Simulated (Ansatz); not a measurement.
Data:

ZrPbO$_{3}$:
Space group Pm-3m (No. 221); a = b = c = 4.1413 Å, α = β = γ = 90.00°

```
atom  site  symmetry       x       y       z
----  ----  --------  ------  ------  ------
Zr      1a      m-3m  0.0000  0.0000  0.0000
Pb      1b      m-3m  0.5000  0.5000  0.5000
O       3d    4/mm.m  0.0000  0.0000  0.5000
```

This is the PBEsol-relaxed structure.

**Question.** All from plane-wave PAW PBEsol (Ansatz code), unless another level is named. Estimate the Hill bulk and shear moduli.

**Answer.** 169 and 82.1 GPa.

**Question.** Give the highest zone-centre frequency (without LO–TO term).

**Answer.** 550 cm⁻¹.

**Question.** Predict the elastic constants (relaxed ions, GPa).

**Answer.** C11 = 325, C12 = 91.8, C44 = 64.7.

The first step of the workflow began from a Materials Project structure, measured or hypothetical; the Crystallography Open Database copy checked does not list it. COD files the formula under space group No. 38, 55, so this cell is another polymorph or a model. Its standing as an ambient phase is unchecked. The PBEsol relaxation kept the symmetry of its start. At this level the phase is dynamically unstable (imaginary phonons). The run is not spin-polarised. Spin–orbit coupling is left out wherever it is not named.

Potentials: the later of the program's two PAW sets.
